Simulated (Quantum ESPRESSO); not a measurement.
**Kohn-Sham bands of Ta$_{2}$O$_{5}$ (P2/m)**

```xyz
7
Lattice="3.8414 0.0000 0.0000 0.0000 3.8627 0.0000 -1.8189 0.0000 6.5290" Properties=species:S:1:pos:R:3 pbc="T T T"
Ta    -0.9667     0.0000    -1.3625
Ta     0.9667     0.0000     1.3625
O     -0.9311     1.9314    -1.3167
O      0.9311     1.9314     1.3167
O      0.9643     0.0000    -0.8447
O     -0.9643     0.0000     0.8447
O      1.0112     0.0000     3.2645
```

Cell from Materials Project (mp-1238961), symmetrised, no further relaxation. Not found in the COD (Crystallography Open Database) copy used, which has the formula in other groups; not checked further. Method: PBEsol plane waves in Quantum ESPRESSO 7.5 (PseudoDojo norm-conserving files, 68 Ry, spinors with spin-orbit coupling), Bloch states on a 4×4×4 mesh through Γ, Wannier90 4.0.1. Density: 8×8×6 mesh, cold smearing 0.01 Ry.

Energies are relative to the valence-band maximum; weights are on the orthonormalised atomic waves of the pseudopotential files, averaged over the group. 56 electrons a cell are treated as valence.

Question: Into which isolated groups do the bands fall, where do they lie and what are they made of?

Answer: 
| bands | from (eV) | to (eV) | filling | weight on atomic waves |
|---|---|---|---|---|
| 1–4 | -67.56 | -67.55 | filled | Ta 5s 97 % |
| 5–8 | -40.54 | -40.48 | filled | Ta 5p 98 % |
| 9–16 | -32.07 | -31.77 | filled | Ta 5p 95 % |
| 17–26 | -18.35 | -15.29 | filled | O 2s 81 %, Ta 5d 11 %, Ta 6s 5 % |
| 27–56 | -6.28 | 0.00 | filled | O 2p 81 %, Ta 5d 16 % |

The Kohn-Sham gap over both meshes and the path is 2.17 eV.
